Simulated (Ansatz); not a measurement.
Computed with Ansatz 0.2.0, DFT PBE, scalar-relativistic, plane waves, PAW. Settings: cutoff 420 eV, Γ-centred meshes spaced at most about 0.3 Å⁻¹, and about 0.25 Å⁻¹ or finer for metals (2π included), Gaussian smearing. No spin polarisation in the final relaxations.

Temperature and zero-point effects are left out.

Compare these two cells of Ba3SiS, each relaxed at this level.

A.

```
Ba Si S
1.0
     5.94122    0.00000    0.00000
     0.00000    5.94122    0.00000
     0.00000    0.00000    5.94122
Ba Si S
3 1 1
Direct
  0.50000 0.50000 0.00000
  0.50000 0.00000 0.50000
  0.00000 0.50000 0.50000
  0.00000 0.00000 0.00000
  0.50000 0.50000 0.50000
```

B.

```
Ba Si S
1.0
     6.20037    0.00000    0.00000
     0.00000    6.20037    0.00000
     0.00000    0.00000    6.20037
Ba Si S
3 1 1
Direct
  0.50000 0.00000 0.50000
  0.00000 0.50000 0.50000
  0.50000 0.50000 0.00000
  0.50000 0.50000 0.50000
  0.00000 0.00000 0.00000
```

**Question.** Which placement of the atoms is lower in energy, and by how much?

**Answer.** A is lower, by 0.34 eV/atom. The two share one framework of sites and differ in which element sits where. A has the antiperovskite type, space group Pm-3m (No. 221), 41.9 Å³/atom and a gap of 0.05 eV on its mesh; B has the antiperovskite type, space group Pm-3m (No. 221), 47.7 Å³/atom and no gap. Counting S or Si atoms around Ba (for each partner element, those within 1.25 times its shortest distance or 1.15 times the sum of covalent radii, where it is the nearest in units of that sum or under 1.3; a plus sign parts groups by distance over the sum of covalent radii), A has Ba 2+4 and B has Ba 2. The denser one is the lower, and pressure would at first widen the difference. In A, Ba is surrounded by 2 S at 2.97 Å, 4 Si at 4.20 Å and 8 Ba at 4.20 Å; Si is surrounded by 12 Ba at 4.20 Å; S has 6 Ba at 2.97 Å. In B, Ba is surrounded by 2 Si at 3.10 Å, 4 S at 4.38 Å and 8 Ba at 4.38 Å; Si is surrounded by 6 Ba at 3.10 Å; S is surrounded by 12 Ba at 4.38 Å. Both come from invented guesses.

Cells relaxed within their symmetry can be saddle points.
